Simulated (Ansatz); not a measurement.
MgAl3N3O in space group Pm (No. 6; Pearson symbol mP8), r²SCAN (plane waves, PAW; program Ansatz), all energies at zero smearing, with the estimated change up to a 700 eV cutoff added, with one set of potentials and settings (totals compare only within such a set). Cell of 8 atoms (1 Mg, 3 Al, 1 O, 3 N): -5282.130 eV.

```csv
element,reference phase,E (eV/atom)
Mg,"P6_3/mmc, 2 atoms in the cell",-1926.4080
Al,"Fm-3m, 1 atoms in the cell",-540.4106
O,"C2/m, 4 atoms in the cell, spin-polarised",-566.0346
N,"Pa-3, 8 atoms in the cell",-384.8341
```

Formation energy per atom, worked out: (-5282.130 − 1×(-1926.4080) − 3×(-540.4106) − 1×(-566.0346) − 3×(-384.8341))/8 = -1.744 eV/atom (-168 kJ per mol of atoms), at 0 K, without zero-point energy or fitted corrections.

The start of the workflow was typed in or built on a structure type; neither database checked (COD, Materials Project) lists it. Its standing as an ambient phase is unchecked. The cell was relaxed with r²SCAN under the symmetry of its start; its stability against distortions is not shown here. The references are the lowest solids computed at this level, not always the standard phases (solids in place of the gases).

Potentials: the earlier of the program's two PAW sets.
